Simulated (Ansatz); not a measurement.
**Relaxing a structure of TiTe₂**

The start is a randomly generated symmetric cell of TiTe2 (space group No. 139). The cell and all atomic positions are relaxed at zero pressure with PBEsol (plane waves to 420 eV, PAW, scalar-relativistic; Ansatz, a first-principles code). The first steps use a coarse 7×7×7 k-mesh.

Initial structure:
```yaml
crystal:
  lattice:
    - [-3.17281, 3.17281, 2.13240]
    - [3.17281, -3.17281, 2.13240]
    - [3.17281, 3.17281, -2.13240]
  atoms:
    - { symbol: Te, position: [0.75000, 0.25000, 0.50000] }
    - { symbol: Te, position: [0.25000, 0.75000, 0.50000] }
    - { symbol: Ti, position: [0.50000, 0.50000, 0.00000] }
```

Task: What pressure does the first self-consistent step give?

Result: +44 GPa (positive: the cell is compressed).

Task: Does the structure survive the relaxation? Give the final space group.

Result: The space group goes from I4/mmm (No. 139) to Fm-3m (No. 225); the end is AFLOW prototype AB2_cF12_225_a_c (C1, as in CaF2), with 3 atoms in the primitive cell.

Task: How much energy is released per atom?

Result: 4.37 eV/atom.

Task: How does the volume per atom move from start to end?

Result: -9.3 %, from 28.62 to 25.97 Å³/atom.

Task: How do the shortest distances between atoms change?

Result: The closest pairs of elements (up to four, under 3.6 Å), start → end: Te–Te 2.13 → 3.39 Å; Te–Ti 3.35 → 2.94 Å.

Task: Is the relaxed structure metallic? Give its gap.

Result: Zero (metallic).

Task: Give the final cell and atomic positions.

Result: 
```cif
data_Te8Ti4
_chemical_formula_sum 'Te8 Ti4'
_space_group_name_H-M_alt 'Fm-3m'
_space_group_IT_number 225
_space_group_name_Hall '-F 4 2 3'
_cell_length_a 6.77987
_cell_length_b 6.77987
_cell_length_c 6.77987
_cell_angle_alpha 90.000
_cell_angle_beta 90.000
_cell_angle_gamma 90.000
loop_
_atom_site_label
_atom_site_type_symbol
_atom_site_symmetry_multiplicity
_atom_site_Wyckoff_symbol
_atom_site_fract_x
_atom_site_fract_y
_atom_site_fract_z
_atom_site_occupancy
Te1 Te 8 c 0.25000 0.25000 0.25000 1
Ti1 Ti 4 b 0.50000 0.50000 0.50000 1
```
(The calculation used a cell of 3 atoms; values per cell refer to that cell.)

Final values are on a 12×12×12 k-mesh of the relaxed cell. No spin polarisation in the result. A magnetic state may lie lower.

The run could not lose the symmetry of its start: the end is stationary, and may be a saddle point rather than a minimum.

All atoms sit on sites fixed by symmetry, so only the cell could relax.

The relaxed structure here is a generated cell of TiTe2: the first start was made by a random draw of sites in a space group, and the end was not matched to a known phase here, so it may be hypothetical. Known forms of TiTe2 include space group No. 164.
